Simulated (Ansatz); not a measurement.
Ir (hcp): energy against volume

Computed with DFT, m-r2SCAN, plane waves (500 eV) with PAW, scalar-relativistic in Ansatz 0.2.0. The PAW files were generated under PBE, with cores re-solved for the functional.

The cell is scaled uniformly from the relaxed one, with fractional coordinates and shape fixed. Energies are extrapolated to zero smearing, pressures are those at the given smearing. Magnetic state: non-magnetic.

A Birch-Murnaghan fit gives V₀ = 14.26 Å³/atom, B₀ = 373 GPa, B₀′ = 5.1.

Task: What are the energy above the minimum and the pressure at 13.127 Å³/atom?

Result: 124.1 meV/atom and 38.25 GPa as computed.

Task: What are the energy above the minimum and the pressure at 14.839 Å³/atom?

Result: 25.3 meV/atom and -13.37 GPa as computed.

Task: What are the energy above the minimum and the pressure at 15.981 Å³/atom?

Result: 192.2 meV/atom and -31.72 GPa as computed.

m-r²SCAN is r²SCAN on the gauge-invariant kinetic-energy density; without spin polarisation the two are equal.
